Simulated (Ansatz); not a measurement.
The numbers come from plane-wave PAW DFT (Ansatz): PBE, no spin polarisation, 420 eV, 7×7×7 Γ-centred k points, fermi-dirac occupations (width 0.1 eV). Nothing was relaxed.

Computed maps in the lattice plane spanned by a (left to right, 5.70 Å, 17 points from zero) and b (bottom to top, 5.70 Å, 17 points from zero), 90° apart, at height 0.000 along c. The fields are smooth PAW ones with compensation charges, not the true ones near nuclei.

Valence density. Digits on a logarithmic scale: 0 up to 0.03 e/Å³, each further digit a factor of 1.6, 9 from 1.3 e/Å³ up:
```
99974320000234799
99754321001234579
77554332222334557
54444443333444444
33334445555444333
12234457887544322
00123579999753210
00023589999853200
00023589999853200
00123579999753210
12234457887544322
33334445555444333
54444443333444444
77554332222334557
99754321001234579
99974320000234799
99975310000135799
```

ELF. Ten even steps from '0' (0.00) to '9' (0.73):
```
78743210000123478
97323320000233237
64234421001244324
33345533223355433
22345544334455432
11223444444443221
00013443113443100
00002341001432000
00002341001432000
00013443113443100
11223444444443221
22345544334455432
33345533223355433
64234421001244324
97323320000233237
78743210000123478
27963210000123697
```

Question: The cell is Cu₂SnRuSe₄. Which atoms lie within 0.2 Å of this plane, and where (fractions of a and b)?

Answer: Ru at (0.00, 0.00), Sn at (0.50, 0.50). The whole cell:
```
Ru Se Sn Cu
1.0
     0.00000    5.70104    0.00000
     5.70104    0.00000    0.00000
     2.85052    2.85052   -5.69068
Ru Se Sn Cu
1 4 1 2
Direct
  0.00000 0.00000 0.00000
  0.37020 0.37020 0.73840
  0.62980 0.10860 0.26160
  0.89140 0.89140 0.73840
  0.10860 0.62980 0.26160
  0.50000 0.50000 0.00000
  0.75000 0.25000 0.50000
  0.25000 0.75000 0.50000
```

Origin: a known structure type with other elements, at an estimated volume, so it need not be a known compound. Caveats: many states at the Fermi level without spin polarisation, so a magnetic state may lie lower.
